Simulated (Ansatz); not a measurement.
Input and command of a plane-wave DFT calculation in Ansatz:

```yaml
crystal:
  lattice:
    - [1.8523989278, 1.0694830196, 9.5211448043]
    - [-1.8523989278, 1.0694830196, 9.5211448043]
    - [0.0, -2.1389660392, 9.5211448043]
  atoms:
    - { symbol: Cr, position: [0.0, 0.0, 0.0] }
    - { symbol: Tl, position: [0.5, 0.5, 0.5] }
    - { symbol: Se, position: [0.38463233, 0.38463233, 0.38463233] }
    - { symbol: Se, position: [0.61536767, 0.61536767, 0.61536767] }
basis:
  ecutwfc: 420
kpoints:
  mp_grid: { grid: [12, 12, 12] }
hamiltonian:
  xc: pbesol
scf:
  occupations: { method: gaussian, width: 0.1 }
  lower_state_search: "off"
output:
  forces: true
  stress: true
  eigenvalues: true
  write_density: true
  write_potential: true
  elf: true
  volumetric_format: npy
```

```bash
ansatz run input.yaml --threads 1 --pin off --max-ram 2560MiB --backend cpu --events-out ev --progress --plain --runs-dir out
```

Processor: Arm Neoverse V2, 1 thread, on a host shared with other jobs.

**Question.** Estimate time, memory and problem size.

**Answer.** About 46 s on 1 thread of Arm Neoverse V2, on a shared host, peak memory 0.75 GiB. It solves 36 bands at 189 k points (the mesh reduced by the symmetry that the task leaves, which can be less than the crystal's) with about 2239 plane waves, in 10 SCF iterations.
